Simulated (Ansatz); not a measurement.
InSn$_{2}$Sb:
```
CELL_PARAMETERS angstrom
      2.37106     1.36893     7.65222
     -2.37106     1.36893     7.65222
      0.00000    -2.73786     7.65222
ATOMIC_POSITIONS crystal
  In 0.00757 0.00757 0.00757
  Sb 0.87919 0.87919 0.87919
  Sn 0.49444 0.49444 0.49444
  Sn 0.36877 0.36877 0.36877
```

Relaxed with PBE. Special points in fractions of this cell's reciprocal vectors: Γ (0.000, 0.000, 0.000); T (0.500, 0.500, 0.500); H2 (0.812, 0.188, 0.500); H0 (0.500, -0.188, 0.188); L (0.500, 0.000, 0.000); S0 (0.344, -0.344, 0.000); S2 (0.656, 0.000, 0.344); F (0.500, 0.000, 0.500).

Task: List the band energies nearest the Fermi level at these points for the program Ansatz at the PBE level (PAW).

Result: In eV from the Fermi level; about four levels below and three above (degenerate sets whole), none deeper than 8.9 eV; points with the same levels are listed once.

```tsv
k	below	above
Γ	-1.54 -1.51 -1.51 -0.09	0.47 0.47 0.52
T	-3.11 -1.44 -1.44 -0.32	0.08 0.08 0.85
H2	-3.43 -2.54 -1.88 -1.69	1.26 1.49 2.90
L	-2.91 -2.52 -2.40 -1.05	0.74 1.94 2.89
S0	-3.47 -2.53 -2.00 -1.66	1.15 1.92 2.77
F	-2.26 -1.13 -0.67 -0.37	0.94 1.37 2.85
```

Space group R3m. The start of the workflow was typed in or built on a structure type; neither database checked (COD, Materials Project) lists it. Its standing as an ambient phase is unchecked. The cell was relaxed with PBE under the symmetry of its start; its stability against distortions is not shown here. The volume moved by 38 % from the start of the relaxation. Spin–orbit coupling is left out wherever it is not named.

Potentials: the earlier of the program's two PAW sets.
